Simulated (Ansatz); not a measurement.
### Question
BN in space group P6_3/mmc (No. 194; B on 4f, N on 4f) is relaxed with DFT-LDA in the program Ansatz with PAW potentials. What lattice parameters of the conventional cell result?

### Answer
a = 2.488 Å, c = 13.643 Å.

### Question
Give the free coordinates with the occupied sites.

### Answer
In one choice of origin and axes:

| atom | site | symmetry | x | y | z |
|---|---|---|---|---|---|
| B | 4f | 3m. | 0.3333 | 0.6667 | 0.1188 |
| N | 4f | 3m. | 0.6667 | 0.3333 | 0.1189 |

### Question
Is it a metal or does it have a gap at this level?

### Answer
A gap of 3.68 eV, indirect.

A made-up cell: these elements were put on the sites of a structure type. Its sites differ from those of the usual phase in this space group: another stacking or structure type. The cell was relaxed with LDA under the symmetry of its start; phonons on a q-mesh show weakly imaginary modes. The volume moved by 53 % from the start of the relaxation. A crystal of weakly bound layers computed without a dispersion correction: the cell and the soft elastic constants depend strongly on that.

Potentials: the later of the program's two PAW sets.
